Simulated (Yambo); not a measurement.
Material: LiCl (rock salt, space group Fm-3m, No. 225) under isotropic strain of -0.7 % on all lattice vectors; a = b = c = 3.555 Å, α = β = γ = 60.00° (2 atoms in the cell). The PBEsol cell relaxed from Materials Project entry mp-22905 was given an isotropic strain of -0.7 % on all lattice vectors, and the atoms were relaxed again.

With PBEsol (pw.x of Quantum ESPRESSO, ONCV potentials, scalar-relativistic), the gap between the mesh's edge points (Γ → Γ) is 6.484 eV.

Problem. What does a G0W0 run in Yambo give for it (6×6×6 Γ-centred k mesh, bands 2 to 71 and a 10 Ry block in the screening, 71 bands in G with the Bruneval-Gonze terminator, plasmon pole fitted at 27.2 eV)?

Solution. The correction is 2.885 eV, giving 9.370 eV, 1.4 times the PBEsol value.  Convergence of the G0W0 settings was not tested.
